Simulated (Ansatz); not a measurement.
Y₂InCu₂ in space group P4/mbm (No. 127; Y on 4h, In on 2a, Cu on 4g), r²SCAN (plane waves, PAW; program Ansatz), all energies at zero smearing, with the estimated change up to a 700 eV cutoff added, with one set of potentials and settings (totals compare only within such a set). Cell of 10 atoms (4 Y, 2 In, 4 Cu): -53191.915 eV.

```
element                reference phase  E (eV/atom)
-------  -----------------------------  -----------
Y        P6_3/mmc, 2 atoms in the cell   -3859.7073
In         I4/mmm, 1 atoms in the cell   -5611.8204
Cu          Fm-3m, 1 atoms in the cell   -6631.2396
```

Formation energy per atom, worked out: (-53191.915 − 4×(-3859.7073) − 2×(-5611.8204) − 4×(-6631.2396))/10 = -0.449 eV/atom (-43 kJ per mol of atoms), at 0 K, without zero-point energy or fitted corrections.

The first step of the workflow began from a Materials Project structure, measured or hypothetical; the Crystallography Open Database copy checked does not list it. Its standing as an ambient phase is unchecked. The r²SCAN relaxation kept the symmetry of its start; its stability against distortions is not shown here. The run is not spin-polarised. The references are the lowest solids computed at this level, not always the standard phases.

Potentials: the later of the program's two PAW sets.
